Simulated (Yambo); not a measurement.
G0W0@PBEsol for HfS₂ (CdI2 type, space group P-3m1, No. 164) in Yambo. Reference settings: 6×6×2 Γ-centred k mesh, bands 2 to 157 and a 10 Ry block in the screening, 157 bands in G with the Bruneval-Gonze terminator, plasmon pole fitted at 27.2 eV. The PBEsol gap Γ → L on this mesh is 1.15 eV; G0W0 gaps are taken between the same points.

With and without the terminator, as bands are cut:

```
bands in G (in W)  gap, terminator (eV)  gap, none (eV)  valence shift, terminator (eV)  valence shift, none (eV)
-----------------  --------------------  --------------  ------------------------------  ------------------------
33 (33)                           2.427           2.423                          -0.286                     0.124
54 (54)                           2.391           2.399                          -0.527                    -0.241
84 (84)                           2.383           2.387                          -0.665                    -0.474
120 (120)                         2.380           2.381                          -0.741                    -0.615
157 (157)                         2.380           2.380                          -0.786                    -0.699
```

Over this range the gap spans 0.047 eV with the terminator and 0.043 eV without, the valence shift 0.500 eV and 0.823 eV. Neither column has reached its limit for certain.

Spin-orbit coupling is not included.

Geometry of the Materials Project entry, not relaxed at this level; primitive cell a = b = 3.6397 Å, c = 6.0556 Å, α = β = 90.00°, γ = 120.00°.

A shift is the quasiparticle energy of the state minus its PBEsol energy.

The distance between layers or molecules is the database entry's, not relaxed here. Functionals without dispersion can leave it too large, which widens gaps and weakens the response across layers: the numbers belong to this cell.
